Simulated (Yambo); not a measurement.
Yambo run on CoPS (space group P2_13, No. 198). The wavefunctions are PBEsol (pw.x of Quantum ESPRESSO, ONCV potentials, without SOC) ones on a 2×2×2 mesh (56 occupied bands); a = 5.4016 Å, b = 5.4016 Å, c = 5.4016 Å, α = 90.00°, β = 90.00°, γ = 90.00°.

Yambo input:

```
rim_cut
gw0
dyson
el_el_corr
HF_and_locXC
ppa
em1d
RandQpts= 1000000
RandGvec= 1 Ry
EXXRLvcs= 96 Ry
VXCRLvcs= 384 Ry
Chimod= "HARTREE"
% BndsRnXp
 17 | 318 |
%
NGsBlkXp= 8 Ry
% LongDrXp
 1.0 | 1.0 | 1.0 |
%
PPAPntXp= 27.2114 eV
% GbndRnge
 1 | 134 |
%
GTermKind= "none"
DysSolver= "n"
ExtendOut
% QPkrange
 1 | 1 | 57 | 57 |
 2 | 2 | 56 | 57 |
 3 | 3 | 56 | 56 |
%
```

k points by index: 1 = Γ, 2 = X, 3 = M.

The o-*.qp file then holds:

```
#    K-point    Band    Eo [eV]    E [eV]    E-Eo [eV]    Vxc [eV]    Vnlxc [eV]    Sc|Eo [eV]    Sc|E [eV]    dSc/dw|Eo [eV]    Re(Z)    Im(Z)
#
    1    57    1.386392    2.591721    1.205329    -26.68286    -24.22909    -0.798865    -1.248445    -10.14921    0.728341    -0.001647
    2    56    -0.222934    0.663266    0.886200    -25.52477    -30.49010    6.194414    5.851533    -10.53021    0.720987    -0.001764
    2    57    1.563303    2.678087    1.114783    -23.80526    -20.64985    -1.652831    -2.040631    -9.465420    0.741920    -0.001574
    3    56    0.000000    0.640337    0.640337    -20.32484    -23.87251    4.399070    4.188011    -8.970652    0.752066    -0.001546
```
(The two width columns are left out.) Convergence of these settings isn't established.

Geometry of the Materials Project entry, not relaxed at this level.

The structure is a Materials Project entry; no match was found in the copy of COD used, and its stability was not checked.

The runs are not spin-polarised; magnetic order was not tried.
